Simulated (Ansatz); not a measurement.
# LiHPd: how the plane-wave cutoff moves the results

Computed with DFT PBEsol, scalar-relativistic, plane waves, PAW (Ansatz).

```cif
data_structure
_symmetry_space_group_name_H-M 'P 1'
_symmetry_Int_Tables_number 1
_cell_length_a 2.7986
_cell_length_b 2.7598
_cell_length_c 3.9089
_cell_angle_alpha 90.427
_cell_angle_beta 90.989
_cell_angle_gamma 89.946
_cell_volume 30.18
loop_
_atom_site_label
_atom_site_type_symbol
_atom_site_fract_x
_atom_site_fract_y
_atom_site_fract_z
_atom_site_occupancy
Li1 Li 0.48497 0.51534 0.52128 1
H1 H 0.51904 0.48143 0.98462 1
Pd1 Pd 0.02658 0.02578 0.04940 1
```

```
Γ-centred k-mesh               : 10×10×8
occupation rule                : Gaussian smearing, 0.1 eV
spin treatment                 : unpolarised
valence charge of the PAW sets : Li 3, H 1, Pd 18
```

The atoms are held and the plane-wave cutoff is swept. Energies are extrapolated to zero smearing and count from the reference run, 600 eV. The cell was strained and its atoms displaced at random, so that forces don't vanish. Pressure is positive in compression and holds a correction for the finite cutoff (Pulay stress).

(1) One run gave ΔE = 78.6 meV/atom and P = -1.38 GPa. Which plane-wave cutoff did it use, of 200, 250, 300, 350, 420?

Answers

(1) 300 eV. All runs:

```tsv
cutoff (eV)	ΔE (meV/atom)	P (GPa)	largest change of a force component (eV/Å)	plane waves at Γ
200	4108	-0.55	0.101	205
250	637	-0.80	0.048	265
300	78.6	-1.38	0.021	359
350	7.29	-1.31	0.002	457
420	1.38	-1.34	0.001	593
600	0.00	-1.37	0.000	1021
```